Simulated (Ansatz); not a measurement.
**TiO$_{2}$: opening a crack plane**

TiO$_{2}$, I4_1/amd, a = 3.778 Å, c = 9.583 Å. The compound has several low-lying forms, and this is one of them. Ansatz: r2SCAN, PAW, 500 eV, Γ-centred 6×6×3 mesh on 12 atoms, Gaussian smearing 0.05 eV; no spin polarisation. One cut on (001) per cell of 12 atoms is opened rigidly by x, between planes of O and O that stand 1.58 Å apart; y is the energy per area (14.273 Å², 1 eV/Å² = 16.02 J/m²).

| x (Å) | y (J/m²) |
| --- | --- |
| 0.00 | 0.000 |
| 0.25 | ? |
| 0.50 | 0.993 |
| 0.75 | 1.518 |
| 1.00 | 1.900 |
| 1.50 | 2.338 |
| 2.00 | 2.533 |
| 3.00 | 2.658 |
| 4.50 | 2.685 |
| 6.00 | 2.687 |

Q: Fit the universal binding curve y = W[1 − (1 + x/l) e^(−x/l)] to the other rows, give the peak stress, and predict the missing value.

A: Least squares gives W = 2.66 J/m² and l = 0.396 Å. The stress dy/dx peaks at x = l with W/(e l) = 24.7 GPa, for rigid faces. At x = 0.25: x/l = 0.631, y = 0.352 J/m². The run gave 0.378 J/m², so the fit is 0.026 J/m² too low, within twice the rms miss on the fitted rows (0.025 J/m²).

Cost: 12 runs of about 4.5 core-minutes in all, on Intel Xeon 6975P-C (Granite Rapids) (shared hosts).